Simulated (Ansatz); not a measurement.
# Zone-centre phonons of In2O at 25 GPa: input and output

The calculation used DFT PBE, scalar-relativistic, plane waves, PAW (Ansatz 0.2.0).

Launched with:
```bash
ansatz run input.yaml --threads 2 --pin off --max-ram 6144MiB --backend cpu --events-out ev --progress --plain --runs-dir out
```

Input (bare energies are in eV):
```yaml
crystal:
  lattice:
    - [3.0307487867, 0.0, 0.0]
    - [-1.5153743934, 2.6247054418, 0.0]
    - [0.0, 0.0, 12.0629088715]
  atoms:
    - { symbol: In, position: [0.0, 0.0, 0.3855334301] }
    - { symbol: In, position: [0.0, 0.0, 0.6144665699] }
    - { symbol: In, position: [0.6666666667, 0.3333333333, 0.107079676] }
    - { symbol: In, position: [0.3333333333, 0.6666666667, 0.892920324] }
    - { symbol: O, position: [0.6666666667, 0.3333333333, 0.2836447808] }
    - { symbol: O, position: [0.3333333333, 0.6666666667, 0.7163552192] }
basis:
  ecutwfc: 420
kpoints:
  mp_grid: { grid: [12, 12, 4] }
hamiltonian:
  xc: pbe
scf:
  occupations: { method: fermi_dirac, width: 0.15 }
output:
  eigenvalues: true
phonons:
  method: dfpt
  eigenvectors: true
```

Results section of the output:
```
--- Phonons (Γ-DFPT): 6 representative perturbations + reference, on 164 of 576 k-points (Σ response iterations 19) ---
  k mesh reduced under 2 symmetry operations, with k and −k counted as one. Each operation leaves every solved perturbation unchanged. A smaller set is not used because it would not reduce the number of displacements ...
  ASR residual: 3.095e-4 → 0.000e0 eV/Å²; symmetrization residual: 4.871e-5 eV/Å²
  ASR residual per site (eV/Å²): 4.86e-5 4.86e-5 1.98e-4 1.98e-4 3.09e-4 3.09e-4
  Γ frequencies (cm⁻¹): 0.00 0.00 0.00 5.06 5.06 15.67 15.67 29.20 29.20 134.83 185.47 226.52 347.56 347.56 350.71 350.71 491.12 502.44
  non-analytic LO–TO correction: not included (Born effective charges unavailable; polar crystals: no LO–TO splitting at Γ)
```

Time: 4.7 min on 2 threads of Intel(R) Xeon(R) Platinum 8259CL CPU @ 2.50GHz (Skylake/Cascade Lake) (shared host), peak memory 2.4 GiB.

The cell was built by swapping an element in a database structure (itself possibly hypothetical) and relaxing; it need not be the stable form of this composition. In a metal, frequencies and elastic constants depend on the k mesh and the smearing, soft modes and shear constants most. A semilocal functional can close a gap that the real compound has.